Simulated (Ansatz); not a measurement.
The relaxed structure here is a generated cell of Ni: the first start was made by placing the elements on the sites of a structure type, and the end was not matched to a known phase here, so it may be hypothetical. Known forms of Ni include space group No. 225.

A relaxed cell of Ni (I4/mmm (No. 139)), relaxed on a k-mesh at least as fine as the one used below. All values below come from r2SCAN (plane waves to 500 eV, PAW, scalar-relativistic; Ansatz, a quantum-chemistry and plane-wave program). Γ-centred k-mesh 17×17×8 on the run's cell (coarser than for final values), Fermi–Dirac smearing 0.05 eV.

```
Ni
1.0
   -1.46162     1.46162     1.24457
    1.46162    -1.46162     1.24457
    2.92324     2.92324    -2.48913
Ni
2
Direct
  0.00000   0.00000   0.00000
  0.00000   0.00000   0.50000
```
Spin-polarised start, with parallel moments on Ni.

The atoms are displaced by (Å):

```
atom      ux     uy      uz
----  ------  -----  ------
Ni1   -0.014  0.085  -0.008
Ni2    0.076  0.032  -0.075
```

Task: What forces (eV/Å) and pressure result?

Result: 
```tsv
atom	Fx	Fy	Fz
Ni1	0.12	0.24	-0.23
Ni2	-0.12	-0.24	0.23
```

Pressure +0.2 GPa.

The undisplaced cell is probably no minimum: from this displacement the run went on to P6₃/mmc (No. 194), 0.04 eV/atom below it.

Spin state reached: ferromagnetic (net 0.69 μB/atom), from parallel starting moments; other spin orders were not run from this start. r2SCAN tends to overstate moments in metals.
